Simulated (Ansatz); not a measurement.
Relaxed Sb (A7 type, space group R-3m):

```
CELL_PARAMETERS angstrom
      2.16429     1.24956     3.78321
     -2.16429     1.24956     3.78321
      0.00000    -2.49911     3.78321
ATOMIC_POSITIONS crystal
  Sb 0.23322 0.23322 0.23322
  Sb 0.76678 0.76678 0.76678
```

Scan: atom 1 (Sb, nearest neighbour Sb at 2.920 Å; its periodic images, 4.3 Å or more away, move with it) is displaced along Cartesian x, direction (1.000, 0.000, 0.000) in Cartesian axes, by s. The other atoms stay.

Level of theory: r2SCAN+rVV10 (plane waves to 500 eV, PAW, scalar-relativistic; Ansatz, an electronic-structure program). k mesh 11×11×11 (Γ-centred), Fermi-Dirac smearing 0.05 eV. E stands for the smeared free energy. Stress and pressure are positive under compression. With partly filled bands, energies and forces of such displacements shift with the k mesh and the smearing. F∥ is the force on the atom along that direction. F⊥ is the part of the force across the line. Sb was relaxed with its symmetry unable to fall. Spin-orbit coupling is left out, though Sb is heavy. The PAW data are Ansatz's earlier set. The zero of ΔE is the undisplaced structure.

| s (Å) | ΔE (meV/cell) | |F⊥| (eV/Å) | F∥ (eV/Å) | P (GPa) |
|---|---|---|---|---|
| -0.580 | 602 | 2.181 | 2.631 | 6.1 |
| -0.464 | 345 | 1.467 | 1.822 | 3.9 |
| -0.348 | 173 | 0.884 | 1.160 | 2.1 |
| -0.232 | 70 | 0.429 | 0.649 | 0.9 |
| -0.116 | 16 | 0.113 | 0.291 | 0.2 |
| 0.000 | 0 | 0.007 | 0.000 | 0.0 |
| 0.116 | 16 | 0.113 | -0.291 | 0.2 |
| 0.232 | 70 | 0.429 | -0.649 | 0.9 |
| 0.348 | 173 | 0.884 | -1.160 | 2.1 |
| 0.464 | 345 | 1.467 | -1.822 | 3.9 |
| 0.580 | 602 | 2.181 | -2.631 | 6.1 |

Derived quantities:

- Energy at s = 0.580 Å: 602 meV/cell
- Force along the line at s = -0.580 Å: 2.63 eV/Å
- Symmetry of the curve: even: the same for both signs
- Shape of the curve: a single well with its minimum at or next to zero displacement
- Force constant k = d²E/ds² at s = 0 (finite differences): 2.41 eV/Å²
- Harmonic estimate at the end of the scan: ½ks² = 406 meV/cell against the computed 602 meV/cell, so the well is stiffer than harmonic there

(A displaced cell: forces are minus the slopes of the energy, force constants its curvatures, and phonons follow from these.)
